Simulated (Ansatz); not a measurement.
Here is the system:

S:
```yaml
crystal:
  lattice:
    - [7.86724, 0.00000, 0.00000]
    - [0.00000, 12.79771, 0.00000]
    - [-4.55371, 0.00000, 7.32660]
  atoms:
    - { symbol: S, position: [0.65399, 0.66050, 0.32418] }
    - { symbol: S, position: [0.34601, 0.33950, 0.67582] }
    - { symbol: S, position: [0.34601, 0.66050, 0.17582] }
    - { symbol: S, position: [0.65399, 0.33950, 0.82418] }
    - { symbol: S, position: [0.82335, 0.42137, 0.34127] }
    - { symbol: S, position: [0.17665, 0.57863, 0.65873] }
    - { symbol: S, position: [0.17665, 0.42137, 0.15873] }
    - { symbol: S, position: [0.82335, 0.57863, 0.84127] }
    - { symbol: S, position: [0.75073, 0.55974, 0.20155] }
    - { symbol: S, position: [0.24927, 0.44026, 0.79845] }
    - { symbol: S, position: [0.24927, 0.55974, 0.29845] }
    - { symbol: S, position: [0.75073, 0.44026, 0.70155] }
    - { symbol: S, position: [0.59086, 0.31802, 0.19807] }
    - { symbol: S, position: [0.40914, 0.68198, 0.80193] }
    - { symbol: S, position: [0.40914, 0.31802, 0.30193] }
    - { symbol: S, position: [0.59086, 0.68198, 0.69807] }
    - { symbol: S, position: [0.08962, 0.21758, 0.88985] }
    - { symbol: S, position: [0.91038, 0.78242, 0.11015] }
    - { symbol: S, position: [0.91038, 0.21758, 0.61015] }
    - { symbol: S, position: [0.08962, 0.78242, 0.38985] }
    - { symbol: S, position: [0.26938, 0.97778, 0.03239] }
    - { symbol: S, position: [0.73062, 0.02222, 0.96761] }
    - { symbol: S, position: [0.73062, 0.97778, 0.46761] }
    - { symbol: S, position: [0.26938, 0.02222, 0.53239] }
    - { symbol: S, position: [0.32427, 0.11915, 0.95446] }
    - { symbol: S, position: [0.67573, 0.88085, 0.04554] }
    - { symbol: S, position: [0.67573, 0.11915, 0.54554] }
    - { symbol: S, position: [0.32427, 0.88085, 0.45446] }
    - { symbol: S, position: [0.15329, 0.87694, 0.81464] }
    - { symbol: S, position: [0.84671, 0.12306, 0.18536] }
    - { symbol: S, position: [0.84671, 0.87694, 0.68536] }
    - { symbol: S, position: [0.15329, 0.12306, 0.31464] }
```

This is the LDA-relaxed structure. Cartesian axes are those of the cell as given.

Q: All from plane-wave PAW LDA (Ansatz code), unless another level is named. Estimate the band gap.

A: 1.71 eV (smallest direct gap 1.72 eV).

Q: And the conduction-band minimum?

A: off the standard path, at k = (0.385, -0.500, 0.062).

Space group P2/c. The workflow started from a Materials Project entry (that database holds measured and hypothetical structures alike); the Crystallography Open Database files this formula in space group No. 13, but the cells were not matched. It is not the phase usual at ambient conditions (space group No. 70). Symmetry was held in the LDA relaxation; its stability against distortions is not shown here. A crystal of weakly bound molecules computed without a dispersion correction: the cell and the soft elastic constants depend strongly on that.

Potentials: the later of the program's two PAW sets.
